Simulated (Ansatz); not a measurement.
Relaxed-ion elastic tensor of SnPd$_{3}$ (Cu3Au type, space group No. 221) in GPa (Voigt order), PBEsol in the plane-wave PAW code Ansatz; density 11.59 g/cm³, 15.69 Å³ per atom.

```
     1    2    3     4     5     6
-  ---  ---  ---  ----  ----  ----
1  246  145  145   0.0   0.0   0.0
2  145  246  145   0.0   0.0   0.0
3  145  145  246   0.0   0.0   0.0
4  0.0  0.0  0.0  82.6   0.0   0.0
5  0.0  0.0  0.0   0.0  82.6   0.0
6  0.0  0.0  0.0   0.0   0.0  82.6
```

Q: Is the crystal mechanically stable?

A: Yes: the smallest eigenvalue of C is 82.6 GPa.

Q: Work out the Voigt, Reuss and Hill averages.

A: K_V = 179, K_R = 179, K_H = 179; G_V = 69.8, G_R = 66.0, G_H = 67.9 GPa.

Q: Give Young's modulus, Poisson's ratio, Pugh's ratio and the universal anisotropy index.

A: E = 9KG/(3K + G) = 181 GPa; ν = 0.33; K/G = 2.63 (ductile by the Pugh limit of 1.75); A_U = 5G_V/G_R + K_V/K_R − 6 = 0.29.

Q: Estimate the sound speeds and the Debye temperature.

A: v_l = √((K + 4G/3)/ρ) = 4820 m/s, v_t = √(G/ρ) = 2420 m/s, mean 2710 m/s; Θ = (h/k)(3n/4πV)^(1/3) v_m = 323 K.

Q: Give the Zener ratio and Young's modulus along [100], [110] and [111].

A: A = 2C44/(C11 − C12) = 1.63; 1/E = S11 − 2(S11 − S12 − S44/2)Γ with Γ = 0, 1/4, 1/3 gives 139, 189, 215 GPa.

Q: Solve the Christoffel equation for the three sound speeds along [100], [110], [111].

A: Eigenvalues of C_ijkl n_j n_l equal ρv². In km/s, slowest first: [100] 2.67, 2.67, 4.61; [110] 2.09, 2.67, 4.90; [111] 2.30, 2.30, 4.99.

Space group Pm-3m (Cu3Au type). The workflow started from an entry of the Crystallography Open Database (COD), which files this formula under 2 space groups. Whether it is the stable phase at ambient conditions was not checked. The cell was relaxed with PBEsol under the symmetry of its start; whether a distortion lowers the energy is not shown. No spin polarisation was allowed. As this level gives no gap, shear constants depend on the k-mesh and smearing (Fermi–Dirac, 0.1 eV here). Scalar-relativistic: spin–orbit coupling is off unless named, which matters more the heavier the elements.

Potentials: the later of the program's two PAW sets.
